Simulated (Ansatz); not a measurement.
## SrCuSi: checking dH/dP = V

Level of theory: DFT PBEsol, scalar-relativistic, plane waves, PAW (Ansatz). Run with 420 eV cutoff, 12×12×10 k-mesh, Gaussian smearing of 0.10 eV, no spin polarisation.

The relaxed crystal:

```xyz
3
Lattice="4.0535 0.0000 0.0000 -2.0268 3.5105 0.0000 0.0000 0.0000 4.6188" Properties=species:S:1:pos:R:3 pbc="T T T"
Sr    0.0000    0.0000    0.0000
Si    2.0268    1.1702    2.3094
Cu    0.0000    2.3403    2.3094
```

Cell and atoms were relaxed at each target pressure within the start's symmetry (P-6m2), at zero temperature; other phases can be more stable under pressure. H = E + PV with P the target; E is the free energy at the smearing used, whose derivative the pressure is, per atom and counted from zero pressure. The mesh named is that at zero pressure; some other pressures ran on another.

```csv
P (GPa),V (Å³/atom),E − E0 (meV),H − H0 (meV)
0,21.908,0.0,0.0
1,21.562,1.1,135.7
4,20.692,14.5,531.1
12,18.978,97.4,1518.8
25,15.725,440.7,2894.3
50,13.519,941.9,5160.8
90,11.750,1690.4,8291.0
```

Task: Thermodynamics gives dH/dP = V along a relaxed path. Integrate V over P by the trapezoid rule and compare with the computed enthalpies.

Result: With 1 eV/Å³ = 160.22 GPa, each step adds the mean volume times ΔP / 160.22:
| P (GPa) | ∫V dP (meV) | H − H0 (meV) | difference (meV) |
| --- | --- | --- | --- |
| 1 | 135.7 | 135.7 | 0.0 |
| 4 | 531.3 | 531.1 | 0.1 |
| 12 | 1521.7 | 1518.8 | 2.8 |
| 25 | 2929.6 | 2894.3 | 35.2 |
| 50 | 5211.1 | 5160.8 | 50.3 |
| 90 | 8365.5 | 8291.0 | 74.5 |

The rule runs 74.5 meV high at 90 GPa. Between 12 and 25 GPa the cell collapses within the same symmetry (a 3.92 → 4.24 Å, b 3.92 → 4.24 Å, c 4.27 → 3.04 Å), so V falls steeply somewhere between these two points, and the points alone don't tell where.

Task: At 90 GPa, how much of the enthalpy change is stored energy and how much is the PV term?

Result: E rises by 1690 meV/atom and PV is 90 × 11.750 / 160.22 = 6601 meV/atom, so PV makes 80 % of ΔH. So between rival structures at high pressure a small difference in volume can outweigh the difference in energy: 1 % of this volume is worth 66.0 meV/atom at this pressure.

Task: What bulk modulus do the lowest pressures give, and how is the compression shared among the axes?

Result: From the pressures that the runs reached, -0.99 GPa (22.272 Å³) and 1.03 GPa (21.562 Å³), B = −ΔP/Δln V = 2.02 / 0.0324 = 62 GPa, a mean over that range. The linear compressibilities −Δln(length)/ΔP are 3.94 along a, 3.94 along b, 8.20 along c (in TPa⁻¹). With fixed angles they add up to 1/B: 16.09 against 16.08. Softest: c, at 51 % of the volume change per axis.